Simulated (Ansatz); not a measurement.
## What DFT gives for AgW

```
CELL_PARAMETERS angstrom
-7.65611 0.00000 0.00000
0.00000 -4.01029 5.53714
0.00000 4.01029 5.53714
ATOMIC_POSITIONS crystal
Ag 0.87500 0.87500 0.87500
Ag 0.62500 0.37500 0.37500
Ag 0.37500 0.62500 0.62500
Ag 0.12500 0.12500 0.12500
W 0.75000 0.87500 0.37500
W 0.25000 0.62500 0.12500
W 0.25000 0.12500 0.62500
W 0.75000 0.37500 0.87500
```

Single point in Ansatz 0.2.0 with r2SCAN, no spin polarisation. Cutoff 500 eV, PAW datasets, 5×5×5 Γ-centred k mesh, fermi-dirac filling (width 0.1 eV).

Which element gives electrons and which takes them?

Bader charges in e: Ag -0.12, W +0.12. In the mean W gives up most and Ag takes most, against the order of Pauling's electronegativities.

Metal or insulator?

It is a metal, with about 28 states/eV a cell as the mean within 0.25 eV of the Fermi level, mostly W d (90 %).

What does the stress say?

The pressure is -14.5 GPa (compression positive), so with the atoms held at these fractions the cell would first shrink. The principal stresses -17.6, -13.6, -12.2 GPa differ, so its shape would change too.

What do density and ELF say about some of the short contacts?

Ag–Ag at 3.37 Å: least valence density 0.09 e/Å³ and ELF 0.11 there. Ag–W at 3.50 Å: least valence density 0.11 e/Å³ and ELF 0.25 there. W–W at 4.01 Å: least valence density 0.09 e/Å³ and ELF 0.48 there. Both are smooth PAW fields, read partly inside the augmentation spheres.

Where is the largest force?

The largest is on Ag1 (and as large on other atoms): 0.46 eV/Å, components (-0.45, 0.00, 0.07). It makes 47° with the line to a nearest neighbour, Ag4 at 3.37 Å.

Origin: a known structure type with other elements, at an estimated volume, so it need not be a known compound. Caveats: many states at the Fermi level without spin polarisation, so a magnetic state may lie lower.
